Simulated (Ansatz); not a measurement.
The cell below belongs to a search over invented structures; it isn't taken from experiment.

Input and command of a plane-wave DFT calculation in Ansatz:

```yaml
crystal:
  lattice:
    - [-1.3845538737, 1.3845538737, 9.618829832]
    - [1.3845538737, -1.3845538737, 9.618829832]
    - [1.3845538737, 1.3845538737, -9.618829832]
  atoms:
    - { symbol: Li, position: [0.1896918632, 0.1896918632, 0.0] }
    - { symbol: Li, position: [0.8103081368, 0.8103081368, 0.0] }
    - { symbol: Rh, position: [0.4032758161, 0.4032758161, 0.0] }
    - { symbol: Rh, position: [0.5967241839, 0.5967241839, 0.0] }
    - { symbol: Rh, position: [0.0, 0.0, 0.0] }
basis:
  ecutwfc: 420
kpoints:
  mp_grid: { grid: [16, 16, 16] }
hamiltonian:
  xc: pbe
scf:
  occupations: { method: gaussian, width: 0.1 }
output:
  forces: true
  stress: true
  eigenvalues: true
relax:
  adjacent_minimum: "off"
  f_tol: 0.01
  max_steps: 30
  cell: { stress_tol: 0.1, fix: [volume] }
```

```bash
ansatz run input.yaml --threads 1 --pin off --max-ram 2560MiB --backend cpu --events-out ev --progress --plain --runs-dir out
```

Processor: Arm Neoverse V1, 1 thread, on a host shared with other jobs.

Problem. Estimate time, memory and problem size.

Solution. About 3.6 min, peak memory 0.83 GiB. It solves 35 bands at 349 k points (after reduction by symmetry) with about 1453 plane waves, in 34 SCF iterations over 5 ionic steps.
